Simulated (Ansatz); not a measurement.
Re3W in space group I4/mmm (No. 139; Re on 4d, Re on 2b, W on 2a) at seven volumes, LDA (plane waves, PAW; program Ansatz), shape and atoms relaxed at each. One row is withheld.

```
V (Å³/atom)  P (GPa)
-----------  -------
13.352         43.74
13.793         26.80
14.233         12.35
14.673          0.00
15.113             ?
15.553        -19.50
15.994        -27.11
```

**Question.** Fit the shown pressures and predict the withheld one.

**Answer.** Third-order Birch–Murnaghan: P = (3/2)B₀(x^(7/2) − x^(5/2))[1 + (3/4)(B′ − 4)(x − 1)] with x = (V₀/V)^(2/3). Least squares on the six rows gives V₀ = 14.674 Å³/atom, B₀ = 378.7 GPa, B′ = 4.28. At V = 15.113, x = 0.9805 and P = -10.48 GPa. The run itself gave -10.53 GPa.

The workflow started from a Materials Project entry (that database holds measured and hypothetical structures alike); the Crystallography Open Database copy checked does not list it. Whether it is the stable phase at ambient conditions was not checked. The cell was relaxed with LDA under the symmetry of its start; its stability against distortions is not shown here. No spin polarisation was allowed. Spin–orbit coupling is left out wherever it is not named.

Potentials: the later of the program's two PAW sets.
